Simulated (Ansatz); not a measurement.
Relaxed candidate structures of MoPt:

A. Amm2 (No. 38), oS16; a = 4.4552 Å, b = 5.5951 Å, c = 9.6069 Å, α = 90.00°, β = 90.00°, γ = 90.00°; Mo 2a (0.000, 0.000, 0.335); Mo 2b (0.500, 0.500, 0.166); Mo 4d (0.000, 0.258, 0.080); Pt 2a (0.000, 0.000, 0.835); Pt 4e (0.500, 0.252, 0.418); Pt 2b (0.500, 0.500, 0.668)

B. Pmma (No. 51), oP4; a = 4.455 Å, b = 2.719 Å, c = 4.913 Å, α = β = γ = 90.00°; Mo 2e (0.250, 0.000, 0.164); Pt 2f (0.250, 0.500, 0.664)

**Question.** Put the candidates in order of energy per atom, lowest first, for PBEsol (plane waves to 420 eV, PAW, scalar-relativistic; Ansatz, an electronic-structure program).

**Answer.** B (reference, the lowest among the structures calculated here), A (+0.11 eV/atom)

Each run could gain symmetry but not lose that of its start, so entries can be saddle points.  Static energies at zero pressure. Each cell has its own k-point mesh; energy differences are given only to the digits this allows. No spin polarisation in the result.
